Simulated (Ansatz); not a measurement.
input.yaml

```yaml
crystal:
  lattice:
    - [0.0, 3.5458703836, 3.5458703836]
    - [3.5458703836, 0.0, 3.5458703836]
    - [3.5458703836, 3.5458703836, 0.0]
  atoms:
    - { symbol: Nb, position: [0.5, 0.5, 0.5] }
    - { symbol: Nb, position: [0.75, 0.75, 0.75] }
    - { symbol: Cr, position: [0.125, 0.125, 0.125] }
    - { symbol: Cr, position: [0.625, 0.125, 0.125] }
    - { symbol: Cr, position: [0.125, 0.125, 0.625] }
    - { symbol: Cr, position: [0.125, 0.625, 0.125] }
basis:
  ecutwfc: 420
kpoints:
  mp_grid: { grid: [10, 10, 10] }
hamiltonian:
  xc: pbesol
scf:
  occupations: { method: gaussian, width: 0.1 }
output:
  forces: true
  stress: true
  eigenvalues: true
```

Launched with
```bash
ansatz run input.yaml --threads 1 --pin off --max-ram 2560MiB --backend cpu --events-out ev --progress --plain --runs-dir out
```

Method: DFT PBEsol, scalar-relativistic, plane waves, PAW (Ansatz).

Part of what the program printed, abridged (final results; tables in files aren't shown):

```
SCF 1 converged in 7 iterations: F = -22387.365107 eV  dr2 = 1.27e-8
SCF converged after 7 iterations
Free energy (F): -22387.365107 eV
Harris-Foulkes:  -22387.365107 eV  (|F-HF|=1.28e-8)
Internal energy: -22387.326080 eV  (E = F + TS)
E sigma→0 (E₀):  -22387.345593 eV
Entropy (-TS):   -0.039027 eV (-6.505 meV/atom)
Fermi energy:    16.978854 eV
--- Per-component energies (eV) ---
  E_band       = -868.452189
  E_kinetic    = 2145.581101
  E_local      = -7001.041962  (includes V_loc(G=0)·N_el)
  E_nonlocal   = 557.346782
  E_hartree    = 2863.505801
  E_xc         = -899.988271
  E_vxc        = -1130.690160  (∫ρ·V_xc dr)
  E_paw        = -10699.728669  (= ΣΔE_a)
  E_vpaw       = -1166.671335  (= ΣTr[D̂ρ^β])
  E_aug_tail   = 0.001395  (compensation charges beyond the density's cutoff)
  E_ewald      = -9354.019672
  E_core_change = 1.017416  (= ΣΔE_core)
  E_smearing   = -0.039027  (= −TS)
--- Forces (eV/Å), atoms counted from 1 ---
  atom   1  Nb     0.00000000     0.00000000     0.00000000
  atom   2  Nb     0.00000000     0.00000000     0.00000000
  atom   3  Cr     0.00000000     0.00000000     0.00000000
  atom   4  Cr     0.00000000     0.00000000     0.00000000
  atom   5  Cr     0.00000000     0.00000000     0.00000000
  atom   6  Cr     0.00000000     0.00000000     0.00000000
--- Stress (GPa, compression-positive) ---
      -19.266127       0.000000       0.000000
        0.000000     -19.266127       0.000000
        0.000000       0.000000     -19.266127
  P = ⅓ Tr σ = -19.2661 GPa (-192.661 kbar)
--- Band table (eV; the first three rows and the last of 47) ---
  k-point 0: bands = ["-54.4714", "-54.3230", "-54.3230", "-54.3230", "-37.8804", "-37.7903", "-26.4064", "-26.0411", "-26.0411", "-26.0411", "-25.9290", "-25.9290", "-25.6328", "-25.6328", "-25.6328", "-25.5183", "-25.5183", "-25.5183", "-14.0282", "-14.0282", "-14.0282", "-13.7722", "-13.7722", "-13.7722", "9.9881", "12.9750", "13.6558", "13.6558", "13.6558", "14.7116", "14.7116", "14.7116", "15.1921", "15.1921", "15.2442", "15.2442", "16.3044", "16.3044", "16.3044", "17.1259", "17.1259", "17.1259", "17.5290", "17.5290", "17.8557", "17.8557", "17.8557", "18.8852", "18.8852", "18.8852"]
  k-point 1: bands = ["-54.4688", "-54.3258", "-54.3230", "-54.3230", "-37.8789", "-37.7920", "-26.3931", "-26.0372", "-26.0350", "-26.0350", "-25.9261", "-25.9261", "-25.6396", "-25.6396", "-25.6328", "-25.5364", "-25.5209", "-25.5209", "-14.0303", "-14.0303", "-14.0262", "-13.7751", "-13.7699", "-13.7699", "10.1022", "13.0229", "13.6545", "13.6545", "13.6986", "14.5698", "14.7054", "14.7054", "15.2178", "15.2178", "15.3393", "15.3393", "16.2059", "16.2421", "16.2421", "17.1246", "17.1295", "17.1295", "17.5179", "17.5179", "17.8464", "17.8843", "17.8843", "18.3046", "18.8750", "18.8750"]
  k-point 2: bands = ["-54.4612", "-54.3335", "-54.3230", "-54.3230", "-37.8744", "-37.7966", "-26.3570", "-26.0238", "-26.0198", "-26.0198", "-25.9155", "-25.9155", "-25.6609", "-25.6609", "-25.6328", "-25.5885", "-25.5266", "-25.5266", "-14.0353", "-14.0353", "-14.0221", "-13.7813", "-13.7642", "-13.7642", "10.4342", "13.1196", "13.6613", "13.6613", "13.8228", "14.2408", "14.7409", "14.7409", "15.2826", "15.2826", "15.4895", "15.4895", "15.9456", "16.1359", "16.1359", "17.1367", "17.1447", "17.1447", "17.4641", "17.4641", "17.6316", "17.8222", "17.9650", "17.9650", "18.7889", "18.7889"]
  k-point 46: bands = ["-54.3976", "-54.3976", "-54.3231", "-54.3231", "-37.8360", "-37.8360", "-26.0833", "-26.0833", "-25.9286", "-25.9286", "-25.8223", "-25.8223", "-25.8138", "-25.8138", "-25.7005", "-25.7005", "-25.5848", "-25.5848", "-14.0769", "-14.0769", "-13.9008", "-13.9008", "-13.7245", "-13.7245", "12.9272", "12.9272", "13.4509", "13.4509", "14.5586", "14.5586", "14.7722", "14.7722", "15.1270", "15.1270", "15.3066", "15.3066", "15.8736", "15.8736", "15.9727", "15.9727", "16.3848", "16.3848", "17.3050", "17.3050", "18.0874", "18.0874", "18.3022", "18.3022", "18.5958", "18.5958"]
```

Self-consistency was reached.

The run took 13 s on 1 thread of Arm Neoverse V1, with other jobs on the host, peak memory 0.45 GiB.

Spin polarisation was left out, and a magnetic state may lie lower.